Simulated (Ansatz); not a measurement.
Mg₂Al₂Se₅ in space group P-3m1 (No. 164; Pearson symbol hP9), DFT-r²SCAN+D4 in the program Ansatz with PAW potentials, all energies at zero smearing, with the estimated change up to a 700 eV cutoff added, with one set of potentials and settings (totals compare only within such a set). Cell of 9 atoms (2 Mg, 2 Al, 5 Se): -32336.151 eV.

```tsv
element	reference phase	E (eV/atom)
Mg	P6_3/mmc, 2 atoms in the cell	-1926.4627
Al	Fm-3m, 1 atoms in the cell	-540.5314
Se	P3_121, 3 atoms in the cell	-5478.2513
```

Formation energy per atom, worked out: (-32336.151 − 2×(-1926.4627) − 2×(-540.5314) − 5×(-5478.2513))/9 = -1.212 eV/atom (-117 kJ per mol of atoms), at 0 K, without zero-point energy or fitted corrections.

The first step of the workflow began from a Materials Project structure, measured or hypothetical; the Crystallography Open Database copy checked does not list it. Its standing as an ambient phase is unchecked. Symmetry was held in the r²SCAN+D4 relaxation; whether a distortion lowers the energy is not shown. The references are the lowest solids computed at this level, not always the standard phases.

Potentials: the later of the program's two PAW sets.
